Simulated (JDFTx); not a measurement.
An input for a modified build of JDFTx (Pt(110), CANDLE, water, 1 M NaF; bohr, hartree) and the course of its log:

```
lattice \
  7.4514735683 0.0000000000 0.0000000000 \
  0.0000000000 5.2689874820 0.0000000000 \
  0.0000000000 0.0000000000 40.8180842919
coords-type Lattice
ion Pt 0.0000000000 0.0000000000 -0.1290846340 0
ion Pt 0.5000000000 0.5000000000 -0.0645423170 0
ion Pt 0.0000000000 0.0000000000 0.0000000000 0
ion Pt 0.5000000000 0.5000000000 0.0645423170 0
ion Pt 0.0000000000 0.0000000000 0.1290846340 0
ion-species pseudo/pt_pbesol_v1.4.upf
elec-cutoff 20 100
elec-ex-corr gga-PBEsol
coulomb-interaction Slab 001
coulomb-truncation-embed 0 0 0
kpoint-folding 6 8 1
elec-smearing Fermi 0.01
elec-n-bands 49
target-mu -0.168679
electronic-scf nIterations 100 energyDiffThreshold 1e-07
fluid LinearPCM
pcm-variant CANDLE
fluid-solvent H2O
fluid-cation Na+ 1
fluid-anion F- 1
fluid-minimize nIterations 400 knormThreshold 1e-11
wavefunction read f0.wfns
elec-initial-eigenvals f0.eigenvals
elec-initial-fillings read f0.fillings
fluid-initial-state f0.fluidState
dump-name f0_u0.$VAR
dump End State Ecomponents EigStats BandEigs Forces ElecDensity IonicPositions Fillings Kpoints Dtot FluidDebug BoundCharge FluidDensity
```

```
[one cycle in 5 is shown, and the last three; fluid-solver lines are left out]
	FillingsUpdate:  mu: -0.168679000  nElectrons: 82.983310
SCF: Cycle:  0   G: -429.859181570787484   dG: +1.730e+00   |Residual|: 2.205e-01   |deigs|: 8.190e-08
	FillingsUpdate:  mu: -0.168679000  nElectrons: 80.781365
SCF: Cycle:  5   G: -431.506422595277400   dG: -8.261e-03   |Residual|: 4.751e-02   |deigs|: 8.846e-04
	FillingsUpdate:  mu: -0.168679000  nElectrons: 81.929419
SCF: Cycle: 10   G: -430.936663690919886   dG: +4.311e-01   |Residual|: 1.318e-01   |deigs|: 4.629e-03
	FillingsUpdate:  mu: -0.168679000  nElectrons: 82.525266
SCF: Cycle: 15   G: -430.405237186281738   dG: +3.418e-02   |Residual|: 1.800e-01   |deigs|: 7.320e-04
	FillingsUpdate:  mu: -0.168679000  nElectrons: 83.402050
SCF: Cycle: 20   G: -429.293166972741290   dG: +2.733e-01   |Residual|: 2.500e-01   |deigs|: 2.366e-03
	FillingsUpdate:  mu: -0.168679000  nElectrons: 81.965144
SCF: Cycle: 25   G: -430.926935243097603   dG: -1.401e-01   |Residual|: 1.304e-01   |deigs|: 1.218e-03
	FillingsUpdate:  mu: -0.168679000  nElectrons: 81.795004
SCF: Cycle: 30   G: -431.016828556094083   dG: -3.356e-01   |Residual|: 1.235e-01   |deigs|: 2.786e-03
	FillingsUpdate:  mu: -0.168679000  nElectrons: 82.325981
SCF: Cycle: 35   G: -430.687283832530284   dG: -9.114e-02   |Residual|: 1.475e-01   |deigs|: 2.223e-03
	FillingsUpdate:  mu: -0.168679000  nElectrons: 80.598006
SCF: Cycle: 40   G: -431.575160688306482   dG: +1.776e-03   |Residual|: 2.226e-02   |deigs|: 1.167e-04
	FillingsUpdate:  mu: -0.168679000  nElectrons: 80.970114
SCF: Cycle: 45   G: -431.507799169640236   dG: -6.534e-01   |Residual|: 4.753e-02   |deigs|: 7.096e-03
	FillingsUpdate:  mu: -0.168679000  nElectrons: 78.759652
SCF: Cycle: 50   G: -430.768126077153113   dG: +9.728e-02   |Residual|: 1.248e-01   |deigs|: 4.416e-04
	FillingsUpdate:  mu: -0.168679000  nElectrons: 81.055842
SCF: Cycle: 55   G: -431.479314678287437   dG: -5.473e-01   |Residual|: 5.457e-02   |deigs|: 1.019e-02
	FillingsUpdate:  mu: -0.168679000  nElectrons: 80.806621
SCF: Cycle: 60   G: -431.549762010002610   dG: +2.225e-02   |Residual|: 3.370e-02   |deigs|: 7.889e-04
	FillingsUpdate:  mu: -0.168679000  nElectrons: 80.347277
SCF: Cycle: 65   G: -431.593889949992388   dG: -2.970e-03   |Residual|: 1.244e-03   |deigs|: 6.994e-04
	FillingsUpdate:  mu: -0.168679000  nElectrons: 80.369160
SCF: Cycle: 70   G: -431.593960316167227   dG: -1.941e-05   |Residual|: 3.700e-04   |deigs|: 7.170e-05
	FillingsUpdate:  mu: -0.168679000  nElectrons: 80.362748
SCF: Cycle: 75   G: -431.593967138839503   dG: +6.780e-07   |Residual|: 1.206e-04   |deigs|: 2.676e-05
	FillingsUpdate:  mu: -0.168679000  nElectrons: 80.362635
SCF: Cycle: 80   G: -431.593967021752064   dG: +8.615e-07   |Residual|: 1.339e-04   |deigs|: 3.993e-05
	FillingsUpdate:  mu: -0.168679000  nElectrons: 80.366000
SCF: Cycle: 85   G: -431.593966974069247   dG: +9.277e-07   |Residual|: 1.273e-04   |deigs|: 5.002e-05
	FillingsUpdate:  mu: -0.168679000  nElectrons: 80.361242
SCF: Cycle: 90   G: -431.593964532232690   dG: +3.369e-06   |Residual|: 2.454e-04   |deigs|: 4.307e-05
	FillingsUpdate:  mu: -0.168679000  nElectrons: 80.364423
SCF: Cycle: 95   G: -431.593967903297766   dG: -2.323e-07   |Residual|: 2.018e-05   |deigs|: 8.421e-06
	FillingsUpdate:  mu: -0.168679000  nElectrons: 80.363717
SCF: Cycle: 97   G: -431.593967806733758   dG: -8.946e-07   |Residual|: 4.967e-05   |deigs|: 1.226e-05
	FillingsUpdate:  mu: -0.168679000  nElectrons: 80.364359
SCF: Cycle: 98   G: -431.593967905494992   dG: -9.876e-08   |Residual|: 1.481e-05   |deigs|: 4.168e-06
	FillingsUpdate:  mu: -0.168679000  nElectrons: 80.365069
SCF: Cycle: 99   G: -431.593967691060982   dG: +2.144e-07   |Residual|: 6.282e-05   |deigs|: 5.087e-06
SCF: None of the convergence criteria satisfied after 100 iterations.
IonicMinimize: Iter:   0  G: -431.593967691060982  |grad|_K:  0.000e+00
IonicMinimize: Converged (|grad|_K<1.000000e-04).
```

This run gave no converged result. The loop ran out of cycles short of its threshold. It has stalled and not diverged: the last ten energies span 3e-06 Ha, so the total is near its end, but levels, forces and the electron count aren't shown converged.
